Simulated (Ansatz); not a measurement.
A comparison from first-principles data. Bulk modulus and its pressure derivative give the pressure that a small compression needs; a soft, simple solid makes a sensitive pressure gauge, a stiff one a good anvil or seat.

The reference row is fcc Au. Hydrostatic compression by 5 % of the volume (V₀/V = 1.0526), no change of phase.

Computed with Ansatz, a plane-wave PAW program. B₀, B₀′: r²SCAN, Birch–Murnaghan fit of energy against volume; volume per atom: r²SCAN, relaxed cell.

Runs started from generated or typed cells of the structure named: fcc Au. Not checked to be the ambient phase: SrRh6As4 (P-6m2, hP11); Li3Au (Fm-3m, cF16). No claim is made that these are known or stable phases: Hf3Ge2 (P4/mbm, tP10); MoGe2 (I4/mmm, tI6). Over 15 meV/atom above the lowest phase of their formula at hand: MoGe2 (I4/mmm, tI6) (47 meV/atom, r²SCAN). Spin–orbit coupling is left out unless named.

Model: linear estimate = B₀ × compression; P = (B₀/B₀′)[(V₀/V)^B₀′ − 1]; modulus under load = B₀ + B₀′P; relative pressure = P/P_ref.

```
crystal                 B₀ (GPa)  B₀′  V (Å³/atom)  linear estimate (GPa)  Murnaghan pressure (GPa)  modulus there (GPa)  pressure (relative)
----------------------  --------  ---  -----------  ---------------------  ------------------------  -------------------  -------------------
fcc Au, reference            153  5.9        17.53                    7.7                     9.159                  207                 1.00
Hf3Ge2 (P4/mbm, tP10)        141  3.8        18.75                    7.1                     7.980                  171                 0.87
SrRh6As4 (P-6m2, hP11)       179  5.0        15.84                    9.0                     15.17                  255                 1.66
MoGe2 (I4/mmm, tI6)          176  4.7        15.04                    8.8                     10.20                  224                 1.11
Li3Au (Fm-3m, cF16)         36.4  4.1        15.30                    1.8                     2.077                 44.9                 0.23
```

**Question.** In one row the value of «Murnaghan pressure (GPa)» was worked out wrongly and carried along the row. Which row, and what follows once it is corrected?

**Answer.** The row of SrRh6As4 (P-6m2, hP11) shows 15.17. From its own inputs, P = (179/5.0) × (1.0526^5.0 − 1) = 10.46 GPa. Carried on: modulus there: 179 + 5.0 × 10.46 = 231 GPa; relative pressure: 10.46/9.159 = 1.14. The other rows agree with the rules.

With the correction: In order of relative pressure, highest first: SrRh6As4 (P-6m2, hP11) (1.14 ± 0.058) ≈ MoGe2 (I4/mmm, tI6) (1.11 ± 0.057), fcc Au (1.00 ± 0.051), Hf3Ge2 (P4/mbm, tP10) (0.87 ± 0.045), Li3Au (Fm-3m, cF16) (0.23 ± 0.012). The ± follows from allowances picked for this note (B₀ 5 %, B₀′ 0.4), carried to first order and added in quadrature, each row's own inputs moving alone; ≈ joins neighbours closer than their two ± added in quadrature.

B₀′ is the least certain number of such a fit, often by half a unit. Where several phases of a formula are at hand, those over 0.1 eV/atom above the lowest were not drawn (by r²SCAN where it compared them, else by the largest value; a layered or molecular lowest phase counts only with a dispersion term); other phases could lie lower still. The rows are a sample and no shortlist: familiar crystals first, some related and some not, whatever their agreement with measurement; tables with many equal figures were not kept. Limits of the draw: no layered crystals, B₀′ of 2 to 8; no unfamiliar magnets, and cubic perovskites only if shown or known to be stable. As a rule kept out of such tables: 4f compounds, open-shell compounds run without a Hubbard term, cells found unstable in the tests at hand, cells close to a higher symmetry, and runs set to a pressure or over 12 % in volume from the crystal's fullest run.
